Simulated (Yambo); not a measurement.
Yambo run on BaS (rock salt, space group Fm-3m, No. 225). The wavefunctions come from this Quantum ESPRESSO step (PBEsol, PseudoDojo standard norm-conserving files, scalar-relativistic):

```
&CONTROL
  calculation = 'nscf'
  pseudo_dir = './pseudo'
  outdir = './out'
/
&SYSTEM
  ibrav = 0
  nat = 2
  ntyp = 2
  ecutwfc = 56.6
  ecutrho = 226.4
  occupations = 'fixed'
  force_symmorphic = .true.
  nbnd = 149
/
&ELECTRONS
  conv_thr = 2e-09
  diago_full_acc = .true.
  diago_thr_init = 1e-08
/
ATOMIC_SPECIES
S 32.0600 S.upf
Ba 137.3270 Ba.upf
CELL_PARAMETERS angstrom
  0.000000000000   3.164657340000   3.164657340000
  3.164657340000   0.000000000000   3.164657340000
  3.164657340000   3.164657340000   0.000000000000
ATOMIC_POSITIONS crystal
S   0.500000000000   0.500000000000   0.500000000000
Ba   0.000000000000   0.000000000000   0.000000000000
K_POINTS automatic
4 4 4 0 0 0
```

Yambo input:

```
rim_cut
gw0
dyson
el_el_corr
HF_and_locXC
ppa
em1d
RandQpts= 1000000
RandGvec= 1 Ry
EXXRLvcs= 56.6 Ry
VXCRLvcs= 226.4 Ry
Chimod= "HARTREE"
% BndsRnXp
 1 | 148 |
%
NGsBlkXp= 10 Ry
% LongDrXp
 1.0 | 1.0 | 1.0 |
%
PPAPntXp= 27.2114 eV
% GbndRnge
 1 | 148 |
%
GTermKind= "BG"
DysSolver= "n"
ExtendOut
% QPkrange
 1 | 1 | 8 | 9 |
 3 | 3 | 8 | 9 |
 7 | 7 | 8 | 9 |
 8 | 8 | 8 | 9 |
%
```

k points by index: 1 = Γ, 3 = L, 7 = X, 8 = W.

Resulting energies as the program prints them:

```
#    K-point    Band    Eo [eV]    E [eV]    E-Eo [eV]    Vxc [eV]    Vnlxc [eV]    Sc|Eo [eV]    Sc|E [eV]    dSc/dw|Eo [eV]    Re(Z)    Im(Z)
#
    1    8    0.000000    -1.196228    -1.196228    -12.54753    -15.63746    1.572649    1.893707    -7.302691    0.788412    -0.001364
    1    9    3.634413    3.922659    0.288246    -8.317388    -4.132476    -3.836598    -3.896665    -5.668282    0.827603    -0.001224
    3    8    -1.079635    -2.317101    -1.237466    -11.76962    -15.19043    1.846486    2.183350    -7.406880    0.786039    -0.001282
    3    9    5.460157    5.912144    0.451987    -8.275729    -3.651848    -4.073516    -4.171893    -5.921465    0.821280    -0.911619E-3
    7    8    -0.091551    -1.317567    -1.226016    -12.51177    -15.66869    1.603787    1.930909    -7.259850    0.789392    -0.001363
    7    9    2.038466    2.362014    0.323548    -8.205700    -4.282236    -3.533210    -3.599917    -5.608332    0.829115    -0.001229
    8    8    -0.422718    -1.672116    -1.249398    -12.03873    -15.23041    1.614060    1.942282    -7.147959    0.791962    -0.001354
    8    9    4.224134    4.635661    0.411527    -9.263473    -4.760206    -3.999688    -4.091740    -6.084793    0.817250    -0.001332
```
(The two width columns are left out.) Convergence of these settings isn't established.

Geometry relaxed with PBEsol.
